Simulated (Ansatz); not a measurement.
A generator proposed this cell of InH3.

```
In H
1.0
     3.86081    0.00000    0.00000
     0.00000    6.49279    0.00000
     0.00000    0.00000    7.87261
In H
3 9
Direct
  0.00000 0.00000 0.25585
  0.00000 0.00000 0.74415
  0.00000 0.50000 0.00000
  0.50000 0.00000 0.25585
  0.00000 0.00000 0.00000
  0.00000 0.00000 0.50000
  0.00000 0.75000 0.12793
  0.00000 0.25000 0.12793
  0.50000 0.00000 0.74415
  0.00000 0.75000 0.87207
  0.00000 0.25000 0.87207
  0.50000 0.50000 0.00000
```

The calculation used DFT PBE, scalar-relativistic, plane waves, PAW (Ansatz). Plane waves to 420 eV, a k mesh through Γ of 4×4×2 on the computed 12-atom cell and Gaussian smearing (0.10 eV); no spin polarisation.

The zero of energy is the elements' standard structures at the same level (H₂ as a molecule); no fitted shifts are applied.

**Question.** What does a single point on this coarse mesh give?

**Answer.** The pressure is 1.4 GPa (the mean over three directions, positive in compression), the largest force is 0.77 eV/Å, and the energy is +0.44 eV/atom against the elements. The shortest distance is 1.91 Å.

**Question.** Is it a good guess?

**Answer.** A good one: relaxing gains under 0.1 eV/atom (the start's value is from the coarse mesh, so the gain is rough) in 10 ionic steps and ends at +0.35 eV/atom on the finer mesh. The symmetry stays Pmmm (No. 47). The volume per atom shrinks by 3.2 %, from 16.4 to 15.9 Å³. The shortest distance goes from 1.91 Å (In–H and H–H) to 1.85 Å (In–H). Conventional cell: a = 3.861 Å, b = 6.570 Å, c = 7.533 Å. In on a site of symmetry mm2 is surrounded by 6 H at 1.85–1.98 Å; around In on a site of symmetry mmm lie 6 H at 1.93–1.96 Å; H on a site of symmetry mm2 has 2 In at 1.93 Å; 4 more sites not described.

The last run used a 10×6×6 mesh (in the run's order of axes) for its 12-atom cell and Gaussian smearing of 0.10 eV. With hydrogen, zero-point motion can shift formation energies by some tens of meV/atom. The relaxation can't lower the symmetry of the start, and the grade says only how near the guess is to its own end. A structure relaxed within its symmetry needn't be a true minimum.
